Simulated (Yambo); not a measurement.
Material: NaVO$_{2}$F$_{2}$ (space group P2_1, No. 4); a = 6.5629 Å, b = 3.5755 Å, c = 7.3216 Å, α = 90.00°, β = 110.05°, γ = 90.00° (12 atoms in the cell). The geometry is that of Materials Project entry mp-18953, symmetrised and not relaxed again.

With PBEsol (pw.x of Quantum ESPRESSO, ONCV potentials, no spin-orbit coupling), the gap between the mesh's edge points ((0, 0.25, -0.5) → (-0.5, 0, 0)) is 2.073 eV.

**Question.** By how much does one-shot G0W0 (Yambo; 2×4×2 Γ-centred k mesh, bands 5 to 194 and a 6 Ry block in the screening, 194 bands in G with the Bruneval-Gonze terminator, plasmon pole fitted at 27.2 eV) open this gap, and what gap results?

**Answer.** The correction is 2.171 eV, giving 4.244 eV, 2.0 times the PBEsol value. The mesh misses a band edge: along a dense path the PBEsol gap is 2.00 eV against 2.07 eV on the mesh. Nearest settings tried, and what they do to the gap: 135 bands in W, 135 bands in G: -13 meV; 5 Ry block (205 vectors against 277): +71 meV. Not varied: mesh. So the settings aren't converged at that level. The 3d shell has no Hubbard U; the runs are without spin polarisation, and magnetic order was not tried.
